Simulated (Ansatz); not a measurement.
PbF$_{2}$ (fluorite), relaxed and computed with several functionals in Ansatz (plane waves, PAW).

```
functional  a (Å)  gap (eV)  B₀ by P(V) fit (GPa)
----------  -----  --------  --------------------
r²SCAN      5.922      4.93                  77.2
HSE06           ?         ?                     ?
PBE         6.001      4.42                  66.5
```

Problem. What belongs in the gaps?

Solution. 
- HSE06, a (Å): 5.952
- HSE06, gap (eV): 5.74
- HSE06, B₀ by P(V) fit (GPa): 71.4

All cells were relaxed under the symmetry of their starts (and spin orders); stability against distortions was not tested throughout. Scalar-relativistic: spin–orbit coupling is off unless named, which matters more the heavier the elements.

Potentials: the later of the program's two PAW sets.

Ansatz (a quantum-chemistry and plane-wave program) is a plane-wave DFT program.
